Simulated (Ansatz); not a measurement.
Co$_{5}$Ge$_{7}$:
```cif
data_Co10Ge14
_chemical_formula_sum 'Ge14 Co10'
_space_group_name_H-M_alt 'I4mm'
_space_group_IT_number 107
_space_group_name_Hall 'I 4 -2'
_cell_length_a 7.63753
_cell_length_b 7.63753
_cell_length_c 5.80694
_cell_angle_alpha 90.000
_cell_angle_beta 90.000
_cell_angle_gamma 90.000
loop_
_atom_site_label
_atom_site_type_symbol
_atom_site_symmetry_multiplicity
_atom_site_Wyckoff_symbol
_atom_site_fract_x
_atom_site_fract_y
_atom_site_fract_z
_atom_site_occupancy
Ge1 Ge 8 c 0.28524 0.28524 0.00605 1
Ge2 Ge 4 b 0.00000 0.50000 0.42073 1
Ge3 Ge 2 a 0.00000 0.00000 0.89924 1
Co1 Co 8 d 0.00000 0.24182 0.17938 1
Co2 Co 2 a 0.00000 0.00000 0.50361 1
```
(The calculation used a cell of 12 atoms; values per cell refer to that cell.)

Relaxed at zero pressure with PBE (plane waves, PAW; program Ansatz).

The volume is lowered by 6 % and shape and atoms relax at that volume. What pressure results, and how do the axes share the change?

10.2 GPa; a -1.9 %, b -1.9 %, c -2.3 %; the energy rises by 25 meV/atom.

Give the new structure.


Space group I4mm (No. 107); a = 7.4912 Å, b = 7.4912 Å, c = 5.6738 Å, α = 90.00°, β = 90.00°, γ = 90.00°

```json
[
 {"atom": "Ge", "site": "8c", "symmetry": "..m", "x": "0.2850", "y": "0.2850", "z": "0.0073"},
 {"atom": "Ge", "site": "4b", "symmetry": "2mm.", "x": "0.0000", "y": "0.5000", "z": "0.4209"},
 {"atom": "Ge", "site": "2a", "symmetry": "4mm", "x": "0.0000", "y": "0.0000", "z": "0.8971"},
 {"atom": "Co", "site": "8d", "symmetry": ".m.", "x": "0.0000", "y": "0.2421", "z": "0.1791"},
 {"atom": "Co", "site": "2a", "symmetry": "4mm", "x": "0.0000", "y": "0.0000", "z": "0.5013"}
]
```

The phase is kept; no other phase was compared at this pressure.

The start of the workflow was typed in or built on a structure type; neither database checked (COD, Materials Project) lists it. Its standing as an ambient phase is unchecked. Symmetry was held in the PBE relaxation; its stability against distortions is not shown here. The workflow began spin-polarised and lost its moments.

Potentials: the earlier of the program's two PAW sets.
